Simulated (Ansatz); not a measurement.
The relaxed structure here is a generated cell of Nb: the first start was made by placing the elements on the sites of a structure type, and the end was not matched to a known phase here, so it may be hypothetical. Known forms of Nb include space group No. 229.

One starting cell of Nb (a generated trial cell of Nb in the beta-W structure type) was relaxed twice with Ansatz (plane waves, PAW, scalar-relativistic): with r2SCAN at 500 eV and with PBE at 420 eV. The r2SCAN result:

```cif
data_Nb8
_chemical_formula_sum 'Nb8'
_space_group_name_H-M_alt 'Pm-3n'
_space_group_IT_number 223
_space_group_name_Hall '-P 4n 2 3'
_cell_length_a 5.29050
_cell_length_b 5.29050
_cell_length_c 5.29050
_cell_angle_alpha 90.000
_cell_angle_beta 90.000
_cell_angle_gamma 90.000
loop_
_atom_site_label
_atom_site_type_symbol
_atom_site_symmetry_multiplicity
_atom_site_Wyckoff_symbol
_atom_site_fract_x
_atom_site_fract_y
_atom_site_fract_z
_atom_site_occupancy
Nb1 Nb 6 c 0.00000 0.50000 0.25000 1
Nb2 Nb 2 a 0.00000 0.00000 0.00000 1
```

```
quantity                          r2SCAN    PBE
--------------------------------  ------  -----
space group                        Pm-3n  Pm-3n
volume (Å³/atom)                   18.51    [?]
a (Å)                              5.291    [?]
gap (eV, no spin-orbit coupling)    0.00    [?]
```

Problem. What does PBE give for the same quantities?

Solution. 
- volume (Å³/atom), PBE: 18.59
- a (Å), PBE: 5.298
- gap (eV, no spin-orbit coupling), PBE: 0.00

Both levels end in the same structure; PBE's volume is within 0.5 % of r2SCAN's. Neither column is exact.

No spin polarisation in the result.

The run could not lose the symmetry of its start: the end is stationary, and may be a saddle point rather than a minimum.

All atoms sit on sites fixed by symmetry, so only the cell could relax.

Ansatz is a program for electronic structure.
